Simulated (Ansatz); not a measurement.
Hf (hcp (Mg type)), relaxed with LDA (Ansatz, a first-principles code, plane waves, PAW): a = 3.121 Å, b = 3.121 Å, c = 4.939 Å, α = 90.00°, β = 90.00°, γ = 120.00°.

**Question.** The same phase is relaxed and computed with r²SCAN in the same code. What is the cell now?

**Answer.** a = 3.1980 Å, b = 3.1980 Å, c = 5.0457 Å, α = 90.00°, β = 90.00°, γ = 120.00°.

All cells were relaxed under the symmetry of their starts (and spin orders); stability against distortions was not tested throughout. Rows with no word on spin ran without spin polarisation. Spin–orbit coupling is left out wherever it is not named.

Potentials: the earlier of the program's two PAW sets.

Ansatz is a plane-wave DFT program.
